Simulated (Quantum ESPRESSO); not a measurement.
Field gradients of GaN from a PBE PAW density (pw.x of a modified build of Quantum ESPRESSO, JTH datasets) with the all-electron reconstruction of Petrilli and co-workers. The input of pw.x:

```
&CONTROL
  calculation = 'scf'
  prefix = 'x'
  pseudo_dir = './pseudo'
  outdir = './out'
  tprnfor = .true.
/
&SYSTEM
  ibrav = 0
  nat = 2
  ntyp = 2
  ecutwfc = 50
  ecutrho = 200
  occupations = 'fixed'
  nbnd = 13
/
&ELECTRONS
  conv_thr = 1e-11
/
ATOMIC_SPECIES
Ga 69.723 Ga.GGA_PBE-JTH.UPF
N 14.007 N.GGA_PBE-JTH.UPF
CELL_PARAMETERS angstrom
    0.000000000000     2.298570000000     2.230965000000
    2.230965000000     0.000000000000     2.230965000000
    2.230965000000     2.298570000000     0.000000000000
ATOMIC_POSITIONS crystal
Ga     0.000000000000     0.000000000000     0.000000000000
N      0.750000000000     0.750000000000     0.750000000000
K_POINTS automatic
9 9 9 0 0 0
```
The cell was made here from a computed Materials Project entry: strained by +2 % along the cube axis and by -1 % across it, atoms relaxed (PBE without dispersion, pw.x of Quantum ESPRESSO, symmetry kept). The parent is GaN in F-43m. Stability against distortions was not tested.

Vzz is the sum of three terms, each taken along its main axis: the smooth valence density, the ions (nucleus and frozen core) with the augmentation charges of all other spheres, and the all-electron minus smooth density in the atom's own sphere. The split hangs on the datasets.  Cores are frozen. Against all-electron runs on small test molecules, this scheme's |Vzz| missed by −8 % on Ga, under 1 % on N.

| site | smooth valence density | ions and other spheres | own sphere | Vzz (a.u.) |
|---|---|---|---|---|
| Ga (atom 1) | -0.012 | 0.010 | ? | ? |
| N (atom 2) | 0.008 | 0.010 | ? | ? |

Question: Fill in the missing entries.

Answer: 
- Ga (atom 1), own sphere: -0.083
- Ga (atom 1), Vzz (a.u.): -0.085
- N (atom 2), own sphere: 0.022
- N (atom 2), Vzz (a.u.): 0.040
